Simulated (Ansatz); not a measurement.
Recipe of this trial structure of CdCoC6N6: cyanide-bridged rock-salt net of two metals, 0 guest cations a cell (Fm-3m, No. 225). Its size is a rough estimate.

```cif
data_structure
_symmetry_space_group_name_H-M 'P 1'
_symmetry_Int_Tables_number 1
_cell_length_a 7.3235
_cell_length_b 7.3235
_cell_length_c 7.3235
_cell_angle_alpha 60.000
_cell_angle_beta 60.000
_cell_angle_gamma 60.000
_cell_volume 277.74
loop_
_atom_site_label
_atom_site_type_symbol
_atom_site_fract_x
_atom_site_fract_y
_atom_site_fract_z
_atom_site_occupancy
Cd1 Cd 0.00000 0.00000 0.00000 1
Co1 Co 0.50000 0.50000 0.50000 1
C1 C 0.80680 0.19320 0.19320 1
C2 C 0.19320 0.80680 0.19320 1
C3 C 0.19320 0.19320 0.80680 1
C4 C 0.19320 0.80680 0.80680 1
C5 C 0.80680 0.19320 0.80680 1
C6 C 0.80680 0.80680 0.19320 1
N1 N 0.69383 0.30617 0.30617 1
N2 N 0.30617 0.69383 0.30617 1
N3 N 0.30617 0.30617 0.69383 1
N4 N 0.30617 0.69383 0.69383 1
N5 N 0.69383 0.30617 0.69383 1
N6 N 0.69383 0.69383 0.30617 1
```

Level of theory: DFT PBE, scalar-relativistic, plane waves, PAW (Ansatz). Cutoff 420 eV, Gaussian smearing, Γ-centred meshes. Cell and atoms relax first on a coarse mesh and then on a finer one. In between, the cell is made exact in the group found at 0.06 Å. In metals the finer mesh still leaves noise of several meV/atom or more. The steps can't lower the symmetry of their start. Collinear spin, starting moments Co 3.0 μB.

A guess keeps its type if space group and coordination stay and the shape of the cell changes little (axis ratios within about 15 %, angles within 6°); the volume may change.

**Question.** Does this structure survive the relaxation?

**Answer.** It keeps its type. The symmetry stays Fm-3m (No. 225). The volume per atom grows by 11.6 %, from 19.8 to 22.1 Å³. The shortest distance goes from 1.17 Å (C–N) to 1.16 Å (C–N). Counting neighbours within 15 % of an atom's shortest distance, the start has C 1, Cd 6, Co 6, N 1 and the end C 1, Cd 6, Co 6, N 1.

The zero of energy is the elements' standard structures at the same level (N₂ as a molecule); no fitted shifts are applied.

**Question.** At what energy does it end?

**Answer.** +0.69 eV/atom. It can't be a ground state, since the elements alone are lower.

The last run used collinear spin, a 6×6×6 mesh for its 14-atom cell and Gaussian smearing of 0.10 eV. In such compounds of Co a zero gap at this level may well be an artefact, since no Hubbard U is applied. The reference form of C is held partly by dispersion forces, which this level lacks. Another magnetic order may lie lower. A structure relaxed within its symmetry needn't be a true minimum.
